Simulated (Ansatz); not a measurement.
LiGeN in space group P6_3mc (No. 186; Li on 2b, Ge on 2a, N on 2b) at seven volumes, DFT-r²SCAN in the program Ansatz with PAW potentials, shape and atoms relaxed at each. One row is withheld.

```json
[
 {"V (Å³/atom)": "10.961", "P (GPa)": "?"},
 {"V (Å³/atom)": "11.323", "P (GPa)": "5.32"},
 {"V (Å³/atom)": "11.684", "P (GPa)": "2.44"},
 {"V (Å³/atom)": "12.045", "P (GPa)": "0.00"},
 {"V (Å³/atom)": "12.407", "P (GPa)": "-2.04"},
 {"V (Å³/atom)": "12.768", "P (GPa)": "-3.72"},
 {"V (Å³/atom)": "13.129", "P (GPa)": "-5.08"}
]
```

Q: Fit the shown pressures and predict the withheld one.

A: Third-order Birch–Murnaghan: P = (3/2)B₀(x^(7/2) − x^(5/2))[1 + (3/4)(B′ − 4)(x − 1)] with x = (V₀/V)^(2/3). Least squares on the six rows gives V₀ = 12.044 Å³/atom, B₀ = 73.69 GPa, B′ = 5.13. At V = 10.961, x = 1.0648 and P = 8.85 GPa. The run itself gave 8.74 GPa.

The workflow started from a Materials Project entry (that database holds measured and hypothetical structures alike); the Crystallography Open Database copy checked does not list it. Whether it is the stable phase at ambient conditions was not checked. The r²SCAN relaxation kept the symmetry of its start; whether a distortion lowers the energy is not shown.

Potentials: the later of the program's two PAW sets.
